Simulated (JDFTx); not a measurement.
System: benzotriazole, C6H5N3 (SMILES c1ccc2[nH]nnc2c1), charge 0, multiplicity 1; geometry: optimised with GFN2-xTB in vacuum (no frequencies checked; largest PBE force component 2.5 eV/Å). Coordinates in Å:
```xyz
14

C     -1.796    -0.386     0.000
C     -1.442     0.972     0.000
C     -0.129     1.384     0.000
C      0.834     0.382     0.000
N      2.194     0.361     0.000
N      2.627    -0.910     0.000
N      1.649    -1.708     0.000
C      0.487    -0.993     0.000
C     -0.851    -1.384     0.000
H     -2.844    -0.644     0.000
H     -2.227     1.713     0.000
H      0.142     2.428     0.000
H      2.844     1.129     0.000
H     -1.117    -2.428     0.000
```

Method: PBE, GBRV ultrasoft potentials, plane waves to 20/100 Ha, in JDFTx (a modified build). Liquid: CANDLE, water, 0.5 M NaCl. The liquid run sits in a periodic box with 3.75 Å from the outermost atoms to the faces; the vacuum run is isolated. The box matters at about 0.01 eV. ΔG_solv is the difference of the two single-point energies, liquid minus vacuum; no corrections are added.

The geometry is far from a PBE minimum, which enters the values.

```
Item                                                                                 Result
-------------------------------------------------------------  ----------------------------
solvation energy                                                                   -0.41 eV
part: cavitation term of the fluid                                                  0.66 eV
part: dispersion term of the fluid                                                 -0.57 eV
part: electrostatic term of the fluid                                              -0.74 eV
part: distortion of the solute's electrons                                          0.24 eV
dipole moment in vacuum                                                              3.94 D
dipole moment in the liquid                                                          6.44 D
highest occupied level in vacuum (zero: vacuum level)                              -6.16 eV
highest occupied level in the liquid (zero: bulk electrolyte)                      -6.13 eV
volume of the model's cavity                                                       310.5 Å³
rough cost, vacuum and liquid run                              5 min and 6 min of core time
```
